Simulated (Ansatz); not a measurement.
Ansatz input

```yaml
crystal:
  lattice:
    - [2.5056125439, 0.0, 0.0]
    - [-1.252806272, 2.1699241151, 0.0]
    - [0.0, 0.0, 8.7848902926]
  atoms:
    - { symbol: Cr, position: [1.0, 0.0, 0.0] }
    - { symbol: Cr, position: [1.0, 0.0, 0.5] }
    - { symbol: Cr, position: [0.3333333333, 0.6666666667, 0.25] }
    - { symbol: Cr, position: [0.6666666667, 0.3333333333, 0.75] }
hamiltonian:
  xc: pbesol
  pseudopotentials:
    kind: paw
    azcp:
      Cr: "pseudopotentials/Cr.paw.azcp"
basis:
  ecutwfc: 420
  fft_grid_basis: typed
kpoints:
  mp_grid: { grid: [16, 16, 4], shift: [0, 0, 0] }
magnetization:
  spin_polarized: false
scf:
  occupations: { method: fermi_dirac, width: 0.1 }
  lower_state_search: "off"
output:
  stress: true
```

Terminal output

```
Warning: the record states the generating functional pbe (its physics header spells it `PBE`), which answers neither for hamiltonian.xc's functional nor for the pbesol family's — results may be inconsistent (PPs are generated against a specific XC)
Engine: ansatz 0.2.0, x86_64-unknown-linux-gnu
Pseudopotentials: kind: paw
Pseudopotential: Cr, paw, valence charge 14, recommended cutoff 420 eV (normal) 
Functional definition: PBEsol
  exchange = pbesol_x
  correlation = pbesol_c
Crystal: 4 atoms, lattice volume = 47.763 Å³
Basis set: ecut = 420 eV, 947 PW (Γ)
Bands: 34, of which v1, the nominal top of the filled ones, is band 28 counted from 1 (27 counted from 0)
Symmetry: 24 space group operations
Space group: P63/mmc (ITA 194), of the structure as read, at distance tolerance 3.6e-5 Å
k-points: 90 of 1024
Non-local potential: Cr, projectors of the file, l = 0: 3, l = 1: 2, l = 2: 3, l = 3: 1
PAW form: soft (Blöchl's): semilocal exchange-correlation on the pseudo side does not see the compensation charge
PAW frozen core: Cr, regenerated for the run's functional, and the local potential with it (the file was generated under x = pbe(κ = 0.804, μ = 0.2195149727645171), c = pbe(β = 0.06672455060314922))
PAW one-centre angular grid: Cr, 590 points (default); XC on 64 Gauss nodes
Initial density: superposition of atomic densities (neutral atoms: chi_scale 0, normalization atom), corrected by the library's trained network
Initial wavefunctions: pseudopotential atomic-orbital guess
Functional: x = pbesol(κ = 0.804, μ = 0.12345679012345678), c = pbesol(β = 0.046)
SCF iter   1: F=—  HF=-13395.186934 eV  |F-HF|=—  |Δ(HF+E_count)|=         —  Δρ=7.72e-3  dr2=1.30e-2  ethr=1.77e-3  ⟨swp⟩=4.5  Hψ=19501  notcnv=0
automatic band count: the SCF goes on with 40 bands, as 34 were too few: the levels above may hold too much charge
SCF iter   2: F=—  HF=-13395.183955 eV  |F-HF|=—  |Δ(HF+E_count)|=   2.98e-3  Δρ=3.26e-3  dr2=2.11e-3  ethr=2.32e-5  ⟨swp⟩=2.7  Hψ=6162  notcnv=0
SCF iter   3: F=—  HF=-13395.183778 eV  |F-HF|=—  |Δ(HF+E_count)|=   1.78e-4  Δρ=7.09e-4  dr2=8.39e-5  ethr=3.76e-6  ⟨swp⟩=2.3  Hψ=5383  notcnv=0
SCF iter   4: F=—  HF=-13395.183792 eV  |F-HF|=—  |Δ(HF+E_count)|=   1.42e-5  Δρ=1.27e-4  dr2=4.60e-6  ethr=1.50e-7  ⟨swp⟩=2.6  Hψ=6045  notcnv=0
SCF iter   5: F=—  HF=-13395.183791 eV  |F-HF|=—  |Δ(HF+E_count)|=   1.05e-6  Δρ=3.56e-5  dr2=3.05e-7  ethr=8.21e-9  ⟨swp⟩=2.8  Hψ=6595  notcnv=0
SCF iter   6: F=-13395.183791 eV  HF=-13395.183791 eV  |F-HF|=3.91e-9  |Δ(HF+E_count)|=   7.15e-8  Δρ=9.60e-6  dr2=2.76e-8  ethr=1.79e-10  ⟨swp⟩=4.0  Hψ=10135  notcnv=0
SCF 1 converged in 6 iterations: F = -13395.183791 eV  dr2 = 2.76e-8
SCF converged after 6 iterations
Free energy (F): -13395.183791 eV
Harris-Foulkes:  -13395.183791 eV  (|F-HF|=3.91e-9)
Internal energy: -13394.966144 eV  (E = F + TS)
E sigma→0 (E₀):  -13395.074968 eV
Entropy (-TS):   -0.217646 eV (-54.412 meV/atom)
Fermi energy:    18.372604 eV
--- Per-component energies (eV) ---
  E_band       = -612.835929
  E_kinetic    = 1372.684707
  E_local      = -4837.388919  (includes V_loc(G=0)·N_el)
  E_nonlocal   = 321.796920
  E_hartree    = 2098.778928
  E_xc         = -555.398335
  E_vxc        = -711.596888  (∫ρ·V_xc dr)
  E_paw        = -4668.644081  (= ΣΔE_a)
  E_vpaw       = -955.883047  (= ΣTr[D̂ρ^β])
  E_aug_tail   = 0.001292  (compensation charges beyond the density's cutoff)
  E_ewald      = -7127.436655
  E_core_change = 0.639998  (= ΣΔE_core)
  E_smearing   = -0.217646  (= −TS)
  E_closure    = -0.000000  (closes the sum)
  Σ components = -13395.183791   (vs F -13395.183791, Δ=0.00e0)
--- Stress (GPa, compression-positive) ---
       -9.506268       0.000000       0.000000
        0.000000      -9.506268       0.000000
        0.000000       0.000000      -8.892572
  P = ⅓ Tr σ = -9.3017 GPa (-93.017 kbar)
```

Launched by

```sh
ansatz run input.yaml --threads 2 --pin off --max-ram 5120MiB --backend cpu --events-out ev --progress --plain --runs-dir out
```

On 2 threads of Intel(R) Xeon(R) Platinum 8488C (Sapphire Rapids) (shared host) this took about 2.5 s of wall time and 4.8 s of CPU time.
